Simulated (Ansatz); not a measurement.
The relaxed structure here is a generated cell of TiTe2: the first start was made by placing the elements on the sites of a structure type, and the end was not matched to a known phase here, so it may be hypothetical. Known forms of TiTe2 include space group No. 164.

One stationary structure of TiTe$_{2}$. Calculation: PBE (plane waves to 420 eV, PAW, scalar-relativistic; Ansatz, a quantum-chemistry and plane-wave program).

```cif
data_Te8Ti4
_chemical_formula_sum 'Ti4 Te8'
_space_group_name_H-M_alt 'P 1'
_space_group_IT_number 1
_cell_length_a 14.26299
_cell_length_b 3.98808
_cell_length_c 5.54499
_cell_angle_alpha 90.000
_cell_angle_beta 90.000
_cell_angle_gamma 90.000
loop_
_space_group_symop_operation_xyz
  'x, y, z'
loop_
_atom_site_label
_atom_site_type_symbol
_atom_site_fract_x
_atom_site_fract_y
_atom_site_fract_z
_atom_site_occupancy
Ti1 Ti 0.85928 0.75000 0.97423 1
Ti2 Ti 0.35928 0.75000 0.52577 1
Ti3 Ti 0.14072 0.25000 0.02577 1
Ti4 Ti 0.64072 0.25000 0.47423 1
Te1 Te 0.03145 0.75000 0.23772 1
Te2 Te 0.53145 0.75000 0.26228 1
Te3 Te 0.21451 0.25000 0.53436 1
Te4 Te 0.71451 0.25000 0.96564 1
Te5 Te 0.28549 0.75000 0.03436 1
Te6 Te 0.78549 0.75000 0.46564 1
Te7 Te 0.96855 0.25000 0.76228 1
Te8 Te 0.46855 0.25000 0.73772 1
```

**Question.** Find the space group and the Wyckoff positions (tolerance 0.01 Å).

**Answer.** Space group Pnma (No. 62); a = 14.2630 Å, b = 3.9881 Å, c = 5.5450 Å, α = β = γ = 90.00°

```csv
atom,site,symmetry,x,y,z
Ti,4c,.m.,0.1407,0.2500,0.0258
Te,4c,.m.,0.0314,0.7500,0.2377
Te,4c,.m.,0.2145,0.2500,0.5344
```

**Question.** Give the shortest distances between elements (the closest pairs, up to four, under 3.6 Å).

**Answer.** Te–Ti 2.79 Å; Te–Te 3.43 Å.

| Item | Result |
|---|---|
| Volume per atom | 26.28 Å³ |
| Density | 6.38 g/cm³ |
| Band gap | no clear gap: the sampled points leave 0.01 eV away from the symmetry points, which may be a band crossing missed between them |

No spin polarisation in the result. Spin-orbit coupling is missing; with elements this heavy it can move band edges by tenths of an eV or more.

The run could not lose the symmetry of its start, so the end can be a saddle point.

It was reached from a disturbed copy of a P4₂/nmc (No. 137) cell, against which it lies -0.23 eV/atom.
